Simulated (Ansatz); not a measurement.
This cell of CdSe (zinc blende) is off equilibrium:

```
CdSe
1.0
    0.00000     3.09814     3.09814
    3.09814     0.00000     3.09814
    3.09814     3.09814     0.00000
Se Cd
1 1
Direct
  0.75000   0.75000   0.75000
  0.05032   0.05032   0.05032
```

Level of theory: PBE (plane waves to 420 eV, PAW, scalar-relativistic; Ansatz, an electronic-structure program). k mesh 8×8×8 (Γ-centred), Fermi-Dirac smearing 0.05 eV. Energies are smeared free energies. Stress and pressure are positive under compression. CdSe was relaxed with its symmetry unable to fall.

### Question
Predict the force on every atom, in eV/Å.

### Answer
```csv
atom,Fx,Fy,Fz
Se1,0.378,0.378,0.378
Cd2,-0.378,-0.378,-0.378
```

### Question
What is the stress tensor (GPa)?

### Answer
```
    2.2     -1.8     -1.8
   -1.8      2.2     -1.8
   -1.8     -1.8      2.2
```
The pressure, a third of the trace, is 2.2 GPa.

### Question
In it atom 2 sits (0.312, 0.312, 0.312) Å away from its relaxed site. What is its energy relative to the relaxed cell?

### Answer
286 meV/cell.

(For displaced atoms, the force is minus the slope of the energy, and its curvature is a force constant, which sets phonon frequencies.)
